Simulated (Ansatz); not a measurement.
LiH (rock salt)

```xyz
2
Lattice="0.0000 2.0027 2.0027 2.0027 0.0000 2.0027 2.0027 2.0027 0.0000" Properties=species:S:1:pos:R:3 pbc="T T T"
H      0.0000     0.0000     0.0000
Li     2.0027     2.0027     2.0027
```

The slice is a {100} plane (indices of the conventional cell) through the point (0.500, 0.500, 0.500) (fractional), spanned by u = [100] and v = [0 1 -1] in vectors of this cell: u (2.83 Å) and v (2.83 Å, at 90° to u). It covers one period; positions are fractions (u, v).

Calculation: r2SCAN (plane waves to 500 eV, PAW, scalar-relativistic; Ansatz, a program for electronic structure). k mesh 14×14×14. These are valence fields of a PAW run, semicore shells included where kept as valence: close to a nucleus they are smooth pseudo fields. LiH was relaxed with its symmetry unable to fall.

Q: What is the ELF at the density minimum of the shortest H–Li line in this plane (2.00 Å)?

A: 0.0.

Q: What is the valence density on the shortest H–Li line in this plane (2.00 Å), at its minimum between the atoms?

A: 0.10 e/Å³.

Q: Predict the map of the electron localisation function (ELF) on the slice.

A: 
```
|xxxxxxxx**..          ......          ..**xxxxxx|
|xxxxxx%%--        ..::::::::::..        --%%xxxx|
|xxxx%%==..      ..--==++++++==--..      ..==%%xx|
|##**--..      ..--**##%%%%%%##**--..      ..--**|
|....          --##%%@@@@@@@@@@%%##--          ..|
|            --##@@@@@@@@@@@@@@@@@@##--          |
|        ..--##@@@@@@@@@@@@@@@@@@@@@@##--..      |
|      ..--##@@@@@@@@@@@@@@@@@@@@@@@@@@##--..    |
|    ..--**%%@@@@@@@@@@xxxxxx@@@@@@@@@@%%**--..  |
|    ::==##@@@@@@@@@@xxxxxxxxxx@@@@@@@@@@##==::  |
|  ..::++%%@@@@@@@@xxxxxxxxxxxxxx@@@@@@@@%%++::..|
|  ..::++%%@@@@@@@@xxxxxxxxxxxxxx@@@@@@@@%%++::..|
|  ..::++%%@@@@@@@@xxxxxxxxxxxxxx@@@@@@@@%%++::..|
|    ::==##@@@@@@@@@@xxxxxxxxxx@@@@@@@@@@##==::  |
|    ..--**%%@@@@@@@@@@xxxxxx@@@@@@@@@@%%**--..  |
|      ..--##@@@@@@@@@@@@@@@@@@@@@@@@@@##--..    |
|        ..--##@@@@@@@@@@@@@@@@@@@@@@##--..      |
|            --##@@@@@@@@@@@@@@@@@@##--          |
|....          --##%%@@@@@@@@@@%%##--          ..|
|##**--..      ..--**##%%%%%%##**--..      ..--**|
|xxxx%%==..      ..--==++++++==--..      ..==%%xx|
|xxxxxx%%--        ..::::::::::..        --%%xxxx|
|xxxxxxxx**..          ......          ..**xxxxxx|
|xxxxxxxx##..                          ..##xxxxxx|
```
Scale: ten equal steps from 0.01 (start of ' ') to 1.00 (end of '@'), in the order ' .:-=+*#%@'. Values: electron localisation function (ELF). The map has 24 points along u (two characters each, u = 0 at the left) and 24 along v (v = 0 in the bottom row). Points within 0.4 Å of a nucleus are blanked (x), as the pseudised field means little there.
